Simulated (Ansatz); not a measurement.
## W3O: an elastic constant from a strain scan

Method: Ansatz, DFT PBEsol, scalar-relativistic, plane waves, PAW. The runs took a 420 eV cutoff, a Γ-centred 8×8×8 mesh and Gaussian smearing (0.15 eV). Spin–orbit coupling is left out, which matters for the heavy elements here. No spin polarisation. Energies are free energies at this smearing, counted from the undisturbed cell; pressure is positive in compression.

Zero of the scan (relaxed at this level; it needn't be the usual structure):

```
W O
1.0
     4.83135    0.00000    0.00000
     0.00000    4.83135    0.00000
     0.00000    0.00000    4.83135
W O
6 2
Direct
  0.50000 0.75000 0.00000
  0.00000 0.50000 0.75000
  0.25000 0.00000 0.50000
  0.50000 0.25000 0.00000
  0.00000 0.50000 0.25000
  0.75000 0.00000 0.50000
  0.50000 0.50000 0.50000
  0.00000 0.00000 0.00000
```

The cell is strained by ε times the Voigt pattern (0, 0, 0, 0, 0, 1) (xx, yy, zz, yz, xz, xy; engineering shear) with fractional coordinates fixed. The cell holds 8 atoms in V0 = 112.77 Å³. The stress column is τ = (1/V0) dE/dε, got from the stress tensor σ (compression positive) at each point as −det(1 + εP) σ : P(1 + εP)⁻¹, with P the pattern as a tensor.

| ε | ΔE (meV/atom) | τ (GPa) |
| --- | --- | --- |
| -0.0525 | 1.426 | -0.595 |
| -0.0450 | 1.056 | -0.517 |
| -0.0375 | 0.745 | -0.437 |
| -0.0300 | 0.482 | -0.354 |
| -0.0225 | 0.273 | -0.269 |
| -0.0150 | 0.123 | -0.181 |
| -0.0075 | 0.037 | -0.091 |
| 0.0000 | 0.000 | 0.000 |
| 0.0075 | 0.037 | 0.091 |
| 0.0150 | 0.123 | 0.181 |
| 0.0225 | 0.273 | 0.269 |
| 0.0300 | 0.482 | 0.354 |
| 0.0375 | 0.745 | 0.437 |
| 0.0450 | 1.056 | 0.517 |
| 0.0525 | 1.426 | 0.595 |
| 0.0600 | ? | ? |

Problem. Which combination of elastic constants does this scan measure, and how large is it?

Solution. For small ε, τ = τ0 + Kε with K = pᵀCp, which for this pattern is C44 in the cubic axes. The parabola through τ at ε = -0.0075, 0 and 0.0075 has slope K = 12.1 GPa at zero. The energies per cell, E = NΔE, of the wider pair ε = ±0.0300 give K = 2[E(ε₊)/ε₊ − E(ε₋)/ε₋]/[(ε₊ − ε₋)V0] = 12.2 GPa, in agreement. These are clamped-ion values.

Problem. Predict the withheld row at ε = 0.0600 from the harmonic law, and compare.

Solution. ΔE = V0(τ0 ε + Kε²/2)/N = 1.917 meV/atom and τ = 0.73 GPa. The calculation gives 1.841 meV/atom and 0.67 GPa, a miss of 4.0 % of the harmonic energy, so the harmonic law still holds here.

Forces appear on the atoms along this scan, and letting them relax would lower the energy and soften the response. No gap shows at this level, though a semilocal functional can close a small gap that the real compound has; without a gap these slopes depend on the k mesh and the smearing.

Cost: 9 runs of about 9.7 core-minutes in all, on Intel Xeon Processor @ 2.50GHz (Skylake/Cascade Lake) (shared hosts).